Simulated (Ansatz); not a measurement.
YSi$_{2}$Pd$_{2}$: reading a single point

```
Y Pd Si
1.0
     0.00000    0.00000    9.85536
    -4.13060    4.13060    0.00000
     2.06530    2.06530   -4.92768
Y Pd Si
2 4 4
Direct
  0.00000 0.00000 0.00000
  0.50000 0.50000 0.00000
  0.00000 0.75000 0.50000
  0.50000 0.25000 0.50000
  0.00000 0.25000 0.50000
  0.50000 0.75000 0.50000
  0.37500 0.00000 0.00000
  0.87500 0.50000 0.00000
  0.12500 0.50000 0.00000
  0.62500 0.00000 0.00000
```

Level: r2SCAN, collinear spin; 500 eV; 4×3×8 Γ-centred mesh; fermi-dirac occupations (width 0.1 eV); Ansatz 0.2.0, fixed geometry.

The state carries no moments; the state need not be the lowest.

Forces: The largest is on Si9 (and as large on other atoms): 1.39 eV/Å, components (0.00, 0.00, -1.39). It makes 121° with the line to a nearest neighbour, Pd3 at 2.40 Å.
At the Fermi level: It is a metal, with about 4 states/eV a cell as the mean within 0.25 eV of the Fermi level, mostly Si p (31 %), Y d (31 %) and Pd d (26 %).
Charges: Bader charges in e: Y +1.77, Si +0.08, Pd -0.96. In the mean Y gives up most and Pd takes most.
Stress: The pressure is 3.0 GPa (compression positive), so with the atoms held at these fractions the cell would first expand; the forces are large, so a full relaxation may end otherwise. The principal stresses 1.3, 3.7, 3.9 GPa differ, so its shape would change too.

Origin: a database entry at a rescaled volume. Caveats: the input typed no starting moments; the k mesh is coarse if the cell is a metal.
